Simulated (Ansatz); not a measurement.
KNa$_{2}$BO$_{3}$:
```cif
data_B2K2Na4O6
_chemical_formula_sum 'K2 Na4 B2 O6'
_space_group_name_H-M_alt 'P 1'
_space_group_IT_number 1
_cell_length_a 5.58069
_cell_length_b 5.98366
_cell_length_c 5.54925
_cell_angle_alpha 90.000
_cell_angle_beta 90.000
_cell_angle_gamma 90.000
loop_
_space_group_symop_operation_xyz
  'x, y, z'
loop_
_atom_site_label
_atom_site_type_symbol
_atom_site_fract_x
_atom_site_fract_y
_atom_site_fract_z
_atom_site_occupancy
K1 K 0.50000 0.50000 0.92200 1
K2 K 0.00000 0.00000 0.07800 1
Na1 Na 0.50000 0.77072 0.37449 1
Na2 Na 0.50000 0.22928 0.37449 1
Na3 Na 0.00000 0.72928 0.62551 1
Na4 Na 0.00000 0.27072 0.62551 1
B1 B 0.50000 0.00000 0.79579 1
B2 B 0.00000 0.50000 0.20421 1
O1 O 0.28707 0.00000 0.66471 1
O2 O 0.71293 0.00000 0.66471 1
O3 O 0.78707 0.50000 0.33529 1
O4 O 0.21293 0.50000 0.33529 1
O5 O 0.50000 0.00000 0.04416 1
O6 O 0.00000 0.50000 0.95584 1
```

Relaxed with r²SCAN. r²SCAN (plane waves, PAW; program Ansatz) gives a gap of 3.64 eV.

Q: What gap does HSE06 give on the same cell (Ansatz, PAW)?

A: 4.68 eV, 1.04 eV more. The hybrid was solved on a coarser mesh and at special points; the gap given is the minimum over both.

| k | v1 r²SCAN | c1 r²SCAN | v1 HSE06 | c1 HSE06 |
|---|---|---|---|---|
| Γ | -0.30 | 3.64 | -0.31 | 4.68 |
| X | -0.53 | 5.13 | (withheld) | (withheld) |
| Z | 0.00 | 5.24 | (withheld) | (withheld) |
| U | -0.34 | 5.45 | -0.35 | 6.51 |
| Y | -0.28 | 5.42 | -0.28 | 6.49 |
| S | -0.49 | 6.38 | -0.50 | 7.48 |
| T | -0.10 | 6.33 | (withheld) | (withheld) |
| R | -0.34 | 6.35 | (withheld) | (withheld) |

Q: Top valence (v1) and lowest conduction level (c1) in eV from each method's valence maximum (which need not be a listed point): supply the withheld HSE06 values.

A: 
- X, v1 HSE06: -0.55
- X, c1 HSE06: 6.18
- Z, v1 HSE06: 0.00
- Z, c1 HSE06: 6.28
- T, v1 HSE06: -0.11
- T, c1 HSE06: 7.45
- R, v1 HSE06: -0.35
- R, c1 HSE06: 7.45

Cost on shared cores: the r²SCAN run (SCF on a 5×5×5 mesh, then bands and DOS) about 6 core-minutes (a rough figure), the HSE06 run (SCF on 3×3×3, then a few points) very roughly 6 core-minutes; the tasks are unlike.

Space group Pmmn. The workflow started from a Materials Project entry (that database holds measured and hypothetical structures alike); the Crystallography Open Database files this formula in space group No. 59, but the cells were not matched. Whether it is the stable phase at ambient conditions was not checked. The cell was relaxed with r²SCAN under the symmetry of its start; its stability against distortions is not shown here.

Potentials: the later of the program's two PAW sets.
